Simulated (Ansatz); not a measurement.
This cell of Ge₂Sb₂Te₅ (Ge2Sb2Te5-Kooi type, space group P-3m1) is off equilibrium:

```
CELL_PARAMETERS angstrom
      4.40936     0.00000     0.00000
     -2.20468     3.81862     0.00000
      0.00000     0.00000    18.11100
ATOMIC_POSITIONS crystal
  Te 0.00000 0.00000 0.00000
  Ge 0.66667 0.33333 0.09424
  Ge 0.33333 0.66667 0.90576
  Te 0.33333 0.66667 0.18603
  Te 0.66667 0.33333 0.81397
  Sb 0.00000 0.00000 0.29624
  Sb 0.00000 0.00000 0.70376
  Te 0.66667 0.33333 0.38767
  Te 0.33333 0.66667 0.61233
```

Calculation: PBE (plane waves to 420 eV, PAW, scalar-relativistic; Ansatz, an electronic-structure program). k mesh 9×9×2 (Γ-centred), Fermi-Dirac smearing 0.05 eV. Energies are smeared free energies. Compression counts positive. Ge2Sb2Te5 was relaxed with its symmetry unable to fall. Spin-orbit coupling is left out, though Sb and Te are heavy.

### Question
Give the stress tensor in GPa and the pressure.

### Answer
```
  -1.99     0.00     0.00
   0.00    -1.99     0.00
   0.00     0.00    -0.24
```
The pressure, a third of the trace, is -1.41 GPa.

### Question
It is the relaxed cell scaled evenly to V/V₀ = 1.083, atoms relaxed where free. What is its energy relative to the relaxed cell?

### Answer
12.9 meV/atom.

(Under strain, the slope of the energy per volume gives the stress and its curvature an elastic modulus.)
